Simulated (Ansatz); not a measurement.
NbIr:
```
CELL_PARAMETERS angstrom
      4.55811     0.00000     0.00000
      0.00000     2.81825     0.00000
      0.00000     0.00000     4.87185
ATOMIC_POSITIONS crystal
  Ir 0.25000 0.00000 0.81363
  Ir 0.75000 0.00000 0.18637
  Nb 0.25000 0.50000 0.30788
  Nb 0.75000 0.50000 0.69212
```

Relaxed with PBEsol. Special points in fractions of this cell's reciprocal vectors: Γ (0.000, 0.000, 0.000); X (0.500, 0.000, 0.000); S (0.500, 0.500, 0.000); Y (0.000, 0.500, 0.000); Z (0.000, 0.000, 0.500); U (0.500, 0.000, 0.500); R (0.500, 0.500, 0.500); T (0.000, 0.500, 0.500).

Q: List the band energies nearest the Fermi level at these points for PBEsol in the plane-wave PAW code Ansatz.

A: In eV from the Fermi level; about four levels below and three above (degenerate sets whole), none deeper than 8.9 eV; points with the same levels are listed once.

```csv
k,below,above
Γ,-1.17 -0.69 -0.34 -0.09,0.86 0.95 2.74
X,-1.24 -1.24 -0.93 -0.93,0.58 0.58 2.03 2.03
S,-1.23 -1.23 -0.59 -0.59,0.75 0.75 2.01 2.01
Y,-1.04 -0.62 -0.53 -0.46,1.00 1.87 2.70
Z,-1.29 -0.90 -0.86 -0.44,0.24 0.34 1.08
U,-1.34 -1.34 -0.77 -0.77,1.66 1.66 1.96 1.96
R,-4.10 -4.10 -0.91 -0.91,1.04 1.04 1.09 1.09
T,-1.35 -1.00 -0.32 -0.21,1.91 2.14 2.21
```

Space group Pmma. The start of the workflow was typed in or built on a structure type; the Crystallography Open Database copy checked does not list it. COD files the formula under space group No. 123. Its standing as an ambient phase is unchecked. Symmetry was held in the PBEsol relaxation; its stability against distortions is not shown here. The run is not spin-polarised. Spin–orbit coupling is left out wherever it is not named.

Potentials: the later of the program's two PAW sets.
